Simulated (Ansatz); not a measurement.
According to DFT-r²SCAN in the program Ansatz with PAW potentials, AlIr in the orthorhombic phase (Cmcm; Al on 4c, Ir on 4c) relaxes to a = 2.828 Å, b = 9.544 Å, c = 4.142 Å. Its formation energy from the elements is -0.70 eV/atom, with no fitted shifts.

Electronic character: metallic (no gap).

An equation-of-state fit gives a bulk modulus of 220 GPa. Bader charges are Al +2.16, Ir -2.16 e.

The start of the workflow was typed in or built on a structure type; neither database checked (COD, Materials Project) lists it. Its standing as an ambient phase is unchecked. The cell was relaxed with r²SCAN under the symmetry of its start; whether a distortion lowers the energy is not shown. No spin polarisation was allowed. Axis ratios of metals converge slowly with the k-mesh, so a and c are less sure than the volume. The references are the lowest solids computed at this level, not always the standard phases. Spin–orbit coupling is left out wherever it is not named.

Potentials: the later of the program's two PAW sets.
